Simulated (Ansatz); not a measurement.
Data:

AlBRu:
```cif
data_Al4B4Ru4
_chemical_formula_sum 'Al4 B4 Ru4'
_space_group_name_H-M_alt 'Cmcm'
_space_group_IT_number 63
_space_group_name_Hall '-C 2c 2'
_cell_length_a 2.85386
_cell_length_b 13.53423
_cell_length_c 3.39716
_cell_angle_alpha 90.000
_cell_angle_beta 90.000
_cell_angle_gamma 90.000
loop_
_atom_site_label
_atom_site_type_symbol
_atom_site_symmetry_multiplicity
_atom_site_Wyckoff_symbol
_atom_site_fract_x
_atom_site_fract_y
_atom_site_fract_z
_atom_site_occupancy
Al1 Al 4 c 0.00000 0.30375 0.25000 1
B1 B 4 c 0.00000 0.46920 0.25000 1
Ru1 Ru 4 c 0.00000 0.09434 0.25000 1
```
(The calculation used a cell of 6 atoms; values per cell refer to that cell.)

This is the PBEsol-relaxed structure.

### Question
All from PBEsol in the plane-wave PAW code Ansatz, unless another level is named. Estimate the electronic character.

### Answer
metallic (no gap).

### Question
What about the formation energy from the elements (no fitted shifts)?

### Answer
-0.26 eV/atom.

### Question
Give the density of states at the Fermi level.

### Answer
0.47 states/eV per atom (mean over ±0.08 eV).

The start of the workflow was typed in or built on a structure type; neither database checked (COD, Materials Project) lists it. Its standing as an ambient phase is unchecked. Symmetry was held in the PBEsol relaxation; its stability against distortions is not shown here. No spin polarisation was allowed. The references are the lowest solids computed at this level, not always the standard phases. Spin–orbit coupling is left out wherever it is not named.

Potentials: the later of the program's two PAW sets.
